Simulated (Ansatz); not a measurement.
With PBE (plane waves, PAW; program Ansatz), CoPtRh in the trigonal phase (P3m1; Co on 1a, Pt on 1b, Rh on 1c) relaxes to a = 2.704 Å, c = 6.563 Å. Co has 12 nearest neighbours from 2.56 Å (cuboctahedral); Pt has 12 nearest neighbours from 2.66 Å (cuboctahedral). Against the elements it lies at 0.001 eV/atom, with no fitted shifts.

Electronic character: metallic (no gap). The magnetic state found is ferromagnetic. The net moment is 0.92 μB per atom.

The start of the workflow was typed in or built on a structure type; neither database checked (COD, Materials Project) lists it. Whether it is the stable phase at ambient conditions was not checked. Symmetry was held in the PBE relaxation; whether a distortion lowers the energy is not shown. The final state is ferromagnetic, chosen from 3 collinear starts compared on coarse meshes (ties went to the first, and starts can fall back to one state), not a proven ground state. Axis ratios of metals converge slowly with the k-mesh, so a and c are less sure than the volume. The references are the lowest solids computed at this level, not always the standard phases. Spin–orbit coupling is left out wherever it is not named.

Potentials: the later of the program's two PAW sets.
